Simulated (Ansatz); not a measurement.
## Zincblende alloy of CuI and AgI (6 of 32 Cu sites exchanged), 64 atoms

Ansatz, PAW, plane waves. PBEsol relaxation of volume and atoms (shape held) at the single k point (¼, ¼, ¼) without its symmetry partners; single points on the relaxed atoms at the single k point (¼, ¼, ¼) without its symmetry partners, onto which points of the small cell's zone fold. Arrangement: random. No spin–orbit coupling unless named.

Relaxed structure:

```cif
data_structure
_symmetry_space_group_name_H-M 'P 1'
_symmetry_Int_Tables_number 1
_cell_length_a 12.0638
_cell_length_b 12.0638
_cell_length_c 12.0638
_cell_angle_alpha 90.000
_cell_angle_beta 90.000
_cell_angle_gamma 90.000
_cell_volume 1755.71
loop_
_atom_site_label
_atom_site_type_symbol
_atom_site_fract_x
_atom_site_fract_y
_atom_site_fract_z
_atom_site_occupancy
Ag1 Ag 0.99631 0.00769 0.00176 1
Ag2 Ag 0.50148 0.99920 0.50126 1
Ag3 Ag 0.25409 0.25323 0.99697 1
Ag4 Ag 0.25954 0.74772 0.00528 1
Ag5 Ag 0.00261 0.75113 0.25517 1
Ag6 Ag 0.99678 0.74718 0.74792 1
Cu1 Cu 0.99914 0.00599 0.50092 1
Cu2 Cu 0.99343 0.49288 0.99934 1
Cu3 Cu 0.99873 0.49585 0.49942 1
Cu4 Cu 0.50622 0.00089 0.99919 1
Cu5 Cu 0.50440 0.49943 0.99963 1
Cu6 Cu 0.50085 0.50001 0.49972 1
Cu7 Cu 0.24796 0.25394 0.50142 1
Cu8 Cu 0.25311 0.74601 0.49906 1
Cu9 Cu 0.74748 0.25234 0.00059 1
Cu10 Cu 0.75277 0.25337 0.49805 1
Cu11 Cu 0.74152 0.74637 0.99846 1
Cu12 Cu 0.74881 0.74625 0.50112 1
Cu13 Cu 0.25541 0.00295 0.25749 1
Cu14 Cu 0.25447 0.00518 0.74191 1
Cu15 Cu 0.25230 0.49673 0.25629 1
Cu16 Cu 0.25171 0.49647 0.74494 1
Cu17 Cu 0.74701 0.00354 0.25089 1
Cu18 Cu 0.74671 0.00041 0.74972 1
Cu19 Cu 0.74736 0.49722 0.24905 1
Cu20 Cu 0.74678 0.49691 0.74845 1
Cu21 Cu 0.99537 0.25345 0.25625 1
Cu22 Cu 0.99734 0.25150 0.74395 1
Cu23 Cu 0.50549 0.25230 0.25011 1
Cu24 Cu 0.50229 0.25452 0.74891 1
Cu25 Cu 0.50162 0.74595 0.25042 1
Cu26 Cu 0.50385 0.74624 0.75058 1
I1 I 0.12593 0.12858 0.14258 1
I2 I 0.12472 0.12791 0.62375 1
I3 I 0.12361 0.60609 0.12405 1
I4 I 0.13025 0.61551 0.61462 1
I5 I 0.62507 0.12727 0.12474 1
I6 I 0.63185 0.13534 0.62908 1
I7 I 0.62304 0.62207 0.12541 1
I8 I 0.62448 0.62272 0.62413 1
I9 I 0.38455 0.38322 0.13250 1
I10 I 0.37660 0.37341 0.62240 1
I11 I 0.38585 0.88546 0.13532 1
I12 I 0.37039 0.86395 0.63102 1
I13 I 0.87146 0.37156 0.12663 1
I14 I 0.87270 0.37651 0.62322 1
I15 I 0.85790 0.87239 0.12327 1
I16 I 0.86528 0.88279 0.61566 1
I17 I 0.37206 0.13776 0.37180 1
I18 I 0.38518 0.11838 0.86548 1
I19 I 0.37648 0.62417 0.37437 1
I20 I 0.38271 0.61298 0.86595 1
I21 I 0.87196 0.12528 0.37472 1
I22 I 0.86504 0.13496 0.86541 1
I23 I 0.86625 0.61462 0.38155 1
I24 I 0.86359 0.61609 0.88119 1
I25 I 0.12319 0.37478 0.37617 1
I26 I 0.11595 0.38056 0.86409 1
I27 I 0.13386 0.88349 0.38579 1
I28 I 0.13362 0.88340 0.86837 1
I29 I 0.62512 0.37497 0.37628 1
I30 I 0.62374 0.37455 0.87529 1
I31 I 0.63150 0.86628 0.36823 1
I32 I 0.62396 0.87354 0.87219 1
```

(1) What are the mean bond lengths by pair (pairs within 1.2 times the sum of covalent radii, less contacts 15 % beyond the pair's median; cation–cation pairs of compounds aside; long ionic contacts are cut short by that bound)?

(2) What gap lies between the top filled and the lowest empty level in the single points?

## Answers

(1) Ag–I 2.764 ± 0.014 Å (standard deviation, 24 bonds); Cu–I 2.580 ± 0.010 Å (standard deviation, 104 bonds).

(2) r²SCAN 2.46 eV (7.4 s on NVIDIA GB200). Away from Γ this isn't the crystal's band gap.
